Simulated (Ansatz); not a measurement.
Consider the following.

SiGe$_{3}$:
```yaml
crystal:
  lattice:
    - [-1.88782, 1.88782, 5.03202]
    - [1.88782, -1.88782, 5.03202]
    - [1.88782, 1.88782, -5.03202]
  atoms:
    - { symbol: Si, position: [0.00000, 0.00000, 0.00000] }
    - { symbol: Ge, position: [0.75000, 0.25000, 0.50000] }
    - { symbol: Ge, position: [0.25000, 0.75000, 0.50000] }
    - { symbol: Ge, position: [0.50000, 0.50000, 0.00000] }
```

This is the r²SCAN+D4-relaxed structure.

### Question
All from DFT-r²SCAN+D4 in the program Ansatz with PAW potentials, unless another level is named. Give the formation energy from the elements (no fitted shifts).

### Answer
0.64 eV/atom.

### Question
Give the density of states at the Fermi level.

### Answer
0.45 states/eV per atom (mean over ±0.08 eV).

### Question
Predict the gap with spin–orbit coupling.

### Answer
none (metallic).

Space group I4/mmm. The first step of the workflow began from a Materials Project structure, measured or hypothetical; the Crystallography Open Database copy checked does not list it. Whether it is the stable phase at ambient conditions was not checked. Symmetry was held in the r²SCAN+D4 relaxation; its stability against distortions is not shown here. Its formation energy is positive at this level, so the cell may be metastable or incomplete. The references are the lowest solids computed at this level, not always the standard phases. Spin–orbit coupling is left out wherever it is not named.

Potentials: the later of the program's two PAW sets.
